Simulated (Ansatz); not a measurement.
SiC (zinc blende)

```
CELL_PARAMETERS angstrom
      0.00000     2.17839     2.17839
      2.17839     0.00000     2.17839
      2.17839     2.17839     0.00000
ATOMIC_POSITIONS crystal
  C  0.75000 0.75000 0.75000
  Si 0.00000 0.00000 0.00000
```

In this cell atom 2 (Si, nearest neighbour C at 1.887 Å; its periodic images, 3.1 Å or more away, move with it) is moved by u·(0.707, 0.707, 0.000) + v·(0.000, 0.000, 1.000); the rest is frozen.

These are PBEsol (plane waves to 420 eV, PAW, scalar-relativistic; Ansatz, a program for electronic structure) values and carry that method's errors. k mesh 10×10×10 (Γ-centred), Fermi-Dirac smearing 0.05 eV. Compression counts positive. Points where atoms come too close for the PAW data are left out (x in tables, blank in figures). As the smearing reaches across the gap at some points, energies and forces of such displacements shift with the k mesh and the smearing. SiC was relaxed with its symmetry unable to fall. The last digit holds for this mesh only.

Changes of P (GPa) from the point u = 0.000 Å, v = 0.000 Å when one coordinate moves alone (two changes are said to add if the coupling is within 5 % of the smaller one, nearly so within 20 %):

| point | change |
|---|---|
| u = 0.000 Å, v = -0.470 Å | 23.62 |
| u = 0.000 Å, v = -0.235 Å | 6.40 |
| u = -0.470 Å, v = 0.000 Å | 29.92 |
| u = -0.235 Å, v = 0.000 Å | 6.82 |
| u = 0.235 Å, v = 0.000 Å | 6.82 |
| u = 0.470 Å, v = 0.000 Å | 29.92 |
| u = 0.000 Å, v = 0.235 Å | 6.40 |
| u = 0.000 Å, v = 0.470 Å | 23.62 |

**Question.** What is the change at u = -0.470 Å, v = 0.470 Å, where both move, and how far is it from the sum?

**Answer.** The sum of the single changes is 29.92 + (23.62) = 53.54; the calculation gives 16.06, so the coupling contributes -37.48 (over 20 % of the smaller single change, not additive).

**Question.** Do the two effects add at u = 0.470 Å, v = 0.235 Å? Give the computed change.

**Answer.** The sum of the single changes is 29.92 + (6.40) = 36.32; the calculation gives 13.72, so the coupling contributes -22.60 (over 20 % of the smaller single change, not additive).

**Question.** Do the two effects add at u = 0.235 Å, v = 0.235 Å? Give the computed change.

**Answer.** The sum of the single changes is 6.82 + (6.40) = 13.22; the calculation gives 7.85, so the coupling contributes -5.37 (over 20 % of the smaller single change, not additive).

(For displaced atoms, the force is minus the slope of the energy, and its curvature is a force constant, which sets phonon frequencies.)
